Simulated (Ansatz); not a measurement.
YSF:
```
YSF
1.0
    3.77719     0.00000     0.00000
    0.00000     3.77719     0.00000
    0.00000     0.00000     6.82151
Y S F
2 2 2
Direct
  0.00000   0.50000   0.22698
  0.50000   0.00000   0.77302
  0.00000   0.50000   0.64568
  0.50000   0.00000   0.35432
  0.00000   0.00000   0.00000
  0.50000   0.50000   0.00000
```

Relaxed with r²SCAN. Special points in fractions of this cell's reciprocal vectors: Γ (0.000, 0.000, 0.000); X (0.000, 0.500, 0.000); M (0.500, 0.500, 0.000); Z (0.000, 0.000, 0.500); R (0.000, 0.500, 0.500); A (0.500, 0.500, 0.500).

Problem. List the band energies nearest the valence-band maximum at these points for plane-wave PAW r²SCAN (Ansatz code).

Solution. In eV from the valence-band maximum; about four levels below and three above (degenerate sets whole), none deeper than 8.9 eV; points with the same levels are listed once.

| k | below | above |
|---|---|---|
| Γ | -1.68 -1.68 -0.20 0.00 0.00 | 1.77 3.50 4.11 |
| X | -1.69 -1.69 -1.07 -1.07 | 4.21 4.21 5.09 5.09 5.10 5.10 |
| M | -1.70 -1.70 -1.24 -1.24 | 5.32 5.32 5.42 5.42 |
| Z | -1.59 -1.59 -0.92 -0.06 -0.06 | 2.36 2.73 4.33 |
| R | -1.63 -1.63 -0.84 -0.84 | 4.54 4.54 4.85 4.85 |
| A | -1.52 -1.52 -1.29 -1.29 | 5.36 5.36 5.82 5.82 |

Space group P4/nmm. The first step of the workflow began from a Materials Project structure, measured or hypothetical; the Crystallography Open Database copy checked does not list it. COD files the formula under space group No. 194, so this cell is another polymorph or a model. Whether it is the stable phase at ambient conditions was not checked. The r²SCAN relaxation kept the symmetry of its start; whether a distortion lowers the energy is not shown. The run is not spin-polarised. Scalar-relativistic: spin–orbit coupling is off unless named, which matters more the heavier the elements.

Potentials: the earlier of the program's two PAW sets.
